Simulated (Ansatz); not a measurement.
Consider the following.

Ta2SiB2:
```cif
data_B2SiTa2
_chemical_formula_sum 'Ta2 Si1 B2'
_space_group_name_H-M_alt 'P 1'
_space_group_IT_number 1
_cell_length_a 3.13434
_cell_length_b 3.13434
_cell_length_c 6.91540
_cell_angle_alpha 90.000
_cell_angle_beta 90.000
_cell_angle_gamma 120.000
loop_
_space_group_symop_operation_xyz
  'x, y, z'
loop_
_atom_site_label
_atom_site_type_symbol
_atom_site_fract_x
_atom_site_fract_y
_atom_site_fract_z
_atom_site_occupancy
Ta1 Ta 0.33333 0.66667 0.72698 1
Ta2 Ta 0.33333 0.66667 0.27302 1
Si1 Si 0.00000 0.00000 0.00000 1
B1 B 0.00000 0.00000 0.50000 1
B2 B 0.66667 0.33333 0.50000 1
```

This is the PBEsol-relaxed structure.

Problem. All from PBEsol in the plane-wave PAW code Ansatz, unless another level is named. Estimate the electronic character.

Solution. metallic (no gap).

Problem. What about the formation energy from the elements (no fitted shifts)?

Solution. -0.67 eV/atom.

Problem. Next, the density of states at the Fermi level?

Solution. 0.32 states/eV per atom (mean over ±0.08 eV).

Problem. And the gap with spin–orbit coupling?

Solution. none (metallic).

Space group P-6m2. The start of the workflow was typed in or built on a structure type; neither database checked (COD, Materials Project) lists it. Its standing as an ambient phase is unchecked. Symmetry was held in the PBEsol relaxation; whether a distortion lowers the energy is not shown. The run is not spin-polarised. The references are the lowest solids computed at this level, not always the standard phases. Scalar-relativistic: spin–orbit coupling is off unless named, which matters more the heavier the elements.

Potentials: the earlier of the program's two PAW sets. The files were generated under PBE; for other functionals the program regenerates the frozen cores, and for LDA and PBEsol the local potential too.
